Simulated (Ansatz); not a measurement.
This Ti4N3O structure is the end of a relaxation. The cell was found from a structure generator's guess, not taken from experiment.

Method: DFT PBE, scalar-relativistic, plane waves, PAW in Ansatz. Cutoff 420 eV, Γ-centred mesh, Gaussian smearing, no spin polarisation.

```xyz
8
Lattice="4.2545 0.0000 0.0000 0.0000 4.2545 0.0000 0.0000 0.0000 4.2545" Properties=species:S:1:pos:R:3 pbc="T T T"
Ti    0.0000    0.0000    0.0000
Ti    2.1273    0.0000    2.1273
Ti    0.0000    2.1273    2.1273
Ti    2.1273    2.1273    0.0000
N     0.0000    2.1273    0.0000
N     2.1273    0.0000    0.0000
N     0.0000    0.0000    2.1273
O     2.1273    2.1273    2.1273
```

Formation energies are uncorrected and refer to the elements' standard structures at the same level (N₂, O₂ as molecules).

(1) Find its symmetry and describe it.

(2) How far does it lie from the elements in energy?

(3) Is it a metal?

Answers

(1) Pm-3m (No. 221), with N and O ordered on rock salt sites. Conventional cell: a = 4.255 Å. Around Ti on a site of symmetry m-3m lie 6 N at 2.13 Å; around Ti on a site of symmetry 4/mmm lie 2 O at 2.13 Å and 4 N at 2.13 Å; around N lie 6 Ti at 2.13 Å; O is surrounded by 6 Ti at 2.13 Å.

(2) −1.87 eV/atom. A negative formation energy is needed for stability but isn't enough: competing phases decide.

(3) Yes, bands cross the Fermi level on the 10×10×10 mesh.

The last run used a 10×10×10 mesh for its 8-atom cell and Gaussian smearing of 0.10 eV. A later test with randomly moved atoms came back to the same energy, though modes that don't fit the test's cell weren't probed.
